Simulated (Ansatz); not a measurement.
PbS (rock salt)

```
CELL_PARAMETERS angstrom
      0.00000     3.00436     3.00436
      3.00436     0.00000     3.00436
      3.00436     3.00436     0.00000
ATOMIC_POSITIONS crystal
  S  0.00000 0.00000 0.00000
  Pb 0.50000 0.50000 0.50000
```

Two coordinates are scanned: the volume, and the ratio of the stretch along z (the conventional c axis) to the stretch across it. Atoms keep their fractional coordinates.

All values below come from PBE (plane waves to 420 eV, PAW, scalar-relativistic; Ansatz, a first-principles code). k mesh 10×10×10 (Γ-centred), Fermi-Dirac smearing 0.05 eV. The energy includes the smearing's −TS. PbS was relaxed with its symmetry unable to fall. Spin-orbit coupling is left out, though Pb is heavy.

Changes of ΔE (meV/atom) from the point V/V₀ = 1.000, (c/a)/(c/a)₀ = 1.000 when one coordinate moves alone (two changes are said to add if the coupling is within 5 % of the smaller one, nearly so within 20 %):

```tsv
point	change
V/V₀ = 1.000, (c/a)/(c/a)₀ = 0.960	10.71
V/V₀ = 1.000, (c/a)/(c/a)₀ = 0.973	4.61
V/V₀ = 1.000, (c/a)/(c/a)₀ = 0.987	1.12
V/V₀ = 0.960, (c/a)/(c/a)₀ = 1.000	7.72
V/V₀ = 0.973, (c/a)/(c/a)₀ = 1.000	3.35
V/V₀ = 0.987, (c/a)/(c/a)₀ = 1.000	0.82
V/V₀ = 1.013, (c/a)/(c/a)₀ = 1.000	0.76
V/V₀ = 1.027, (c/a)/(c/a)₀ = 1.000	3.01
V/V₀ = 1.040, (c/a)/(c/a)₀ = 1.000	6.63
V/V₀ = 1.000, (c/a)/(c/a)₀ = 1.013	1.05
V/V₀ = 1.000, (c/a)/(c/a)₀ = 1.027	4.08
V/V₀ = 1.000, (c/a)/(c/a)₀ = 1.040	8.92
```

### Question
Do the two effects add at V/V₀ = 1.040, (c/a)/(c/a)₀ = 0.960? Give the computed change.

### Answer
The sum of the single changes is 6.63 + (10.71) = 17.34; the calculation gives 15.77, so the coupling contributes -1.57 (over 20 % of the smaller single change, not additive).

### Question
What is the change at V/V₀ = 1.040, (c/a)/(c/a)₀ = 1.013, where both move, and how far is it from the sum?

### Answer
The sum of the single changes is 6.63 + (1.05) = 7.68; the calculation gives 7.53, so the coupling contributes -0.15 (under 20 % of the smaller single change, nearly additive).

### Question
What is the change at V/V₀ = 1.027, (c/a)/(c/a)₀ = 0.987, where both move, and how far is it from the sum?

### Answer
The sum of the single changes is 3.01 + (1.12) = 4.13; the calculation gives 4.01, so the coupling contributes -0.12 (under 20 % of the smaller single change, nearly additive).

(A scan under strain: stresses follow from slopes of the energy per volume, elastic moduli from its curvatures.)
